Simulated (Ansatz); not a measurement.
HgTe (NiAs type, P6_3/mmc) at seven volumes, DFT-PBE in the program Ansatz with PAW potentials, shape and atoms relaxed at each. One row is withheld.

| V (Å³/atom) | P (GPa) |
|---|---|
| 26.789 | 5.31 |
| 27.672 | 3.22 |
| 28.555 | 1.47 |
| 29.438 | 0.01 |
| 30.321 | -1.18 |
| 31.205 | -2.16 |
| 32.088 | ? |

### Question
Fit the shown pressures and predict the withheld one.

### Answer
P = (3/2)B₀(x^(7/2) − x^(5/2))[1 + (3/4)(B′ − 4)(x − 1)] with x = (V₀/V)^(2/3). Least squares on the six rows gives V₀ = 29.452 Å³/atom, B₀ = 43.7 GPa, B′ = 5.29. At V = 32.088, x = 0.9445 and P = -2.99 GPa. The run itself gave -2.98 GPa.

A made-up cell: these elements were put on the sites of a structure type; neither database checked (COD, Materials Project) lists it. It is not the phase usual at ambient conditions (space group No. 216). Symmetry was held in the PBE relaxation; whether a distortion lowers the energy is not shown. Scalar-relativistic: spin–orbit coupling is off unless named, which matters more the heavier the elements.

Potentials: the later of the program's two PAW sets.
